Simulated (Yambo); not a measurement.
```
MgTe
1.0
    4.56264     0.00000     0.00000
   -2.28132     3.95137     0.00000
    0.00000     0.00000     7.40413
Mg Te
2 2
Direct
  0.33333   0.66667   0.99643
  0.66667   0.33333   0.49643
  0.33333   0.66667   0.37357
  0.66667   0.33333   0.87357
```

MgTe (wurtzite, space group P6_3mc, No. 186): mean Im ε in 1 eV windows above the direct gap of 3.81 eV, for different electron-hole kernels (Yambo, broadening 0.15 eV, PBE (pw.x of Quantum ESPRESSO, ONCV potentials, no spin-orbit coupling) bands; 6×6×4 mesh, 6 valence and 10 conduction bands, static screening with 76 bands and a 4 Ry block, scissor 1.32 eV, Tamm-Dancoff; field along x).

```json
[
 {"window (eV)": "3.8 to 4.8", "independent quasiparticles": "1.6", "RPA (no attraction)": "1.3", "BSE": "9.1"},
 {"window (eV)": "4.8 to 5.8", "independent quasiparticles": "8.9", "RPA (no attraction)": "6.2", "BSE": "11"},
 {"window (eV)": "5.8 to 6.8", "independent quasiparticles": "9.3", "RPA (no attraction)": "7.4", "BSE": "6.2"},
 {"window (eV)": "6.8 to 7.8", "independent quasiparticles": "9.0", "RPA (no attraction)": "5.8", "BSE": "5.4"},
 {"window (eV)": "7.8 to 8.8", "independent quasiparticles": "5.1", "RPA (no attraction)": "5.8", "BSE": "2.6"}
]
```

This run doesn't resolve bound excitons or single peaks, so only averages are given, and they too depend on the mesh; weight that the attraction moves below the gap isn't listed. All transitions below 9.53 eV are in the band window. The scissor comes from a G0W0 run whose convergence isn't established.

Without spin-orbit coupling, band edges of such heavy elements can be off by tenths of an eV.

Bands and orbitals come from the standard potentials; the scissor and the G0W0 gaps come from a run at the same geometry on the stringent ones, which hold whole semicore shells in the valence.

Geometry relaxed with PBEsol.
